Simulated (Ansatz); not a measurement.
## ZnO: a fit and a missing row

ZnO, P6_3mc, a = 3.235 Å, c = 5.211 Å. Ansatz: r2SCAN, PAW, 500 eV, Γ-centred 12×12×6 mesh on 4 atoms, Gaussian smearing 0.02 eV; no spin polarisation. Shape and atoms are relaxed at each volume; pressure is positive in compression.

| V (Å³/atom) | P (GPa) |
| --- | --- |
| 11.101 | 10.64 |
| 11.455 | 4.89 |
| 11.809 | 0.00 |
| 12.164 | -4.16 |
| 12.518 | ? |

**Question.** Take V0 = 11.809 Å³/atom, fit the third-order Birch–Murnaghan form to the other rows, and predict the missing pressure.

**Answer.** With the Eulerian strain f = ½[(V0/V)^(2/3) − 1] and y = P/[3f(1 + 2f)^(5/2)], the form is the line y = B0 + 1.5 B0 (B0′ − 4) f. Rows (f, y): 0.02104, 152.1; 0.01025, 151.2; -0.00978, 149.0. Means f = 0.007170, y = 150.77; Σ(Δf)² = 0.0004892, ΣΔfΔy = 0.04977; the slope is their ratio. y = 150.0 + 101.8 f GPa, so B0 = 150.0 GPa and B0′ = 4 + 2 × (101.8)/(3 × 150.0) = 4.45. At V = 12.518, f = -0.01906, y = 148.06 and P = -7.68 GPa. The run gave -7.69 GPa, so the fit is 0.01 GPa too high, a small miss on the scale of the series. The form still works here, 33 % of the fitted range beyond its end.